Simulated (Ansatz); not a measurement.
SiB$_{2}$Mo$_{5}$:
```yaml
crystal:
  lattice:
    - [-3.01084, 3.01084, 5.54656]
    - [3.01084, -3.01084, 5.54656]
    - [3.01084, 3.01084, -5.54656]
  atoms:
    - { symbol: Si, position: [0.75000, 0.75000, 0.00000] }
    - { symbol: Si, position: [0.25000, 0.25000, 0.00000] }
    - { symbol: B, position: [0.37994, 0.87994, 0.25988] }
    - { symbol: B, position: [0.62006, 0.12006, 0.74012] }
    - { symbol: B, position: [0.87994, 0.62006, 0.50000] }
    - { symbol: B, position: [0.12006, 0.37994, 0.50000] }
    - { symbol: Mo, position: [0.00000, 0.00000, 0.00000] }
    - { symbol: Mo, position: [0.50000, 0.50000, 0.00000] }
    - { symbol: Mo, position: [0.80384, 0.97404, 0.50000] }
    - { symbol: Mo, position: [0.19616, 0.02596, 0.50000] }
    - { symbol: Mo, position: [0.97404, 0.47404, 0.17021] }
    - { symbol: Mo, position: [0.02596, 0.52596, 0.82979] }
    - { symbol: Mo, position: [0.47404, 0.30384, 0.50000] }
    - { symbol: Mo, position: [0.52596, 0.69616, 0.50000] }
    - { symbol: Mo, position: [0.30384, 0.80384, 0.82979] }
    - { symbol: Mo, position: [0.69616, 0.19616, 0.17021] }
```

Relaxed with r²SCAN.

Map the electron localisation function on the plane through (0.750, 0.750, 0.000) spanned by u = [1, 1, 0] and v = [1, -1, 1] in lattice vectors, from r²SCAN (plane waves, PAW; program Ansatz).

x is the fraction of u, y of v (the angle between them is 120°; rows are the nearest grid lines); atoms in the plane: Si at (0.00, 0.00), Si at (0.50, 0.00), B at (0.38, 0.25), B at (0.12, 0.75), Mo at (0.25, 0.00), Mo at (0.75, 0.00).
```
|8237741597379514773223774159737951477328|
|4687523899983257864368752389998325786434|
|8876423677632467887787643478874346787778|
|6555543223455556787522333322343322357876|
|3346899998643345533698633553368996335543|
|4688500588644453149999423324997995135444|
|5796000697545542279897224227988972245545|
|4786468742223432378733575336887323432224|
|2578752355422342211288888521122432245532|
|2353269999722454346875788643454227999962|
|2332499899524432236877886322344259989942|
|5522799984343234323787323432343489997225|
|8732343234348999722522799984343234323788|
|8863223442599899423349989952443223688778|
|8864345422799996235369999722454346887578|
|5211224322455325787535542234221125888885|
|6787323432224786468722234323788633575336|
|8897224554579600069745542279889722422798|
|7994135444688500588644531599799423324997|
|9633554334689999864345533699863355336899|
|3578765555432234555578753223343223333223|
|7778876423677632467877787643478874346787|
|4346875238999832578634687523899983257864|
|8237741597379514773223774159737951477328|
```
Scale: ten equal steps from 0.001 (start of '0') to 0.770 (end of '9'), in the order '0123456789'; x runs from 0.000 to 1.00, y from 0.000 (bottom) to 1.00 (top).

The density is the valence pseudo-density with augmentation charge, so density and ELF within about 1 Å of a nucleus are not all-electron values.

Space group I4/mcm. The workflow started from a Materials Project entry (that database holds measured and hypothetical structures alike); the Crystallography Open Database files this formula in space group No. 140, but the cells were not matched. Its standing as an ambient phase is unchecked. The cell was relaxed with r²SCAN under the symmetry of its start; whether a distortion lowers the energy is not shown. The run is not spin-polarised.

Potentials: the later of the program's two PAW sets.
